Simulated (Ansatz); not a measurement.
A relaxation computed with Ansatz, from input to last step.

```yaml
crystal:
  lattice:
    - [1.2404828264, -2.1480535213, 0.0]
    - [1.2404828264, 2.1480535213, 0.0]
    - [0.0, 0.0, 7.3922804869]
  atoms:
    - { symbol: C, position: [0.083327445, 0.916672555, 0.7493082209] }
    - { symbol: C, position: [0.583327445, 0.416672555, 0.2506917791] }
    - { symbol: C, position: [0.916672555, 0.083327445, 0.2506917791] }
    - { symbol: C, position: [0.416672555, 0.583327445, 0.7493082209] }
basis:
  ecutwfc: 500
kpoints:
  mp_grid: { grid: [18, 18, 6] }
hamiltonian:
  xc: r2scan
scf:
  occupations: { method: gaussian, width: 0.1 }
output:
  forces: true
  stress: true
  eigenvalues: true
relax:
  adjacent_minimum: "off"
  f_tol: 0.01
  max_steps: 30
  cell: { stress_tol: 0.1, fix: [volume] }
```

```bash
ansatz run input.yaml --threads 1 --pin off --max-ram 2560MiB --backend cpu --events-out ev --progress --plain --runs-dir out
```

The calculation used Ansatz, DFT r2SCAN, scalar-relativistic, plane waves, PAW.

The volume is held at 1.06 times that of the relaxed cell.

Of 4 frames 3 are shown, positions in Å and forces in eV/Å; the SCF threshold varies from step to step. Steps run on the plane waves of an earlier cell, with a Pulay correction in the pressure. The basis is chosen afresh for the last frame, the zero of the energies, and at times for earlier ones too; energy and pressure step there, also at an unchanged geometry.

```xyz
4
Lattice="1.2405 -2.1481 0.0000 1.2405 2.1481 0.0000 0.0000 0.0000 7.3923" Properties=species:S:1:pos:R:3:forces:R:3 pbc="T T T" step=1 free_energy_over_end_meV_per_atom=6.08 pressure_GPa=-7.63
C     1.2405    1.7901    5.5391    0.0000   -0.0005    0.0009
C     1.2405   -0.3580    1.8532    0.0000   -0.0005   -0.0009
C     1.2405   -1.7901    1.8532    0.0000    0.0005   -0.0009
C     1.2405    0.3580    5.5391    0.0000    0.0005    0.0009
4
Lattice="1.2328 -2.1348 0.0000 1.2328 2.1348 0.0000 0.0000 0.0000 7.4844" Properties=species:S:1:pos:R:3:forces:R:3 pbc="T T T" step=2 free_energy_over_end_meV_per_atom=0.65 pressure_GPa=-3.09
C     1.2328    1.7790    5.6171    0.0000   -0.0002   -0.0005
C     1.2328   -0.3558    1.8673    0.0000   -0.0002    0.0005
C     1.2328   -1.7790    1.8673    0.0000    0.0002    0.0005
C     1.2328    0.3558    5.6171    0.0000    0.0002   -0.0005
4
Lattice="1.2290 -2.1283 0.0000 1.2290 2.1283 0.0000 0.0000 0.0000 7.5310" Properties=species:S:1:pos:R:3:forces:R:3 pbc="T T T" step=4 free_energy_over_end_meV_per_atom=0.00 pressure_GPa=-0.76
C     1.2290    1.7736    5.6439    0.0000    0.0000    0.0004
C     1.2290   -0.3547    1.8871    0.0000    0.0000   -0.0004
C     1.2290   -1.7736    1.8871    0.0000    0.0000   -0.0004
C     1.2290    0.3547    5.6439    0.0000    0.0000    0.0004
```

Time: 2.1 min on 1 thread of AMD EPYC (Zen 3), with other jobs on the host, peak memory 0.61 GiB.

The cell holds layers, and r2SCAN describes their binding at middle range but leaves out its long-range dispersion part.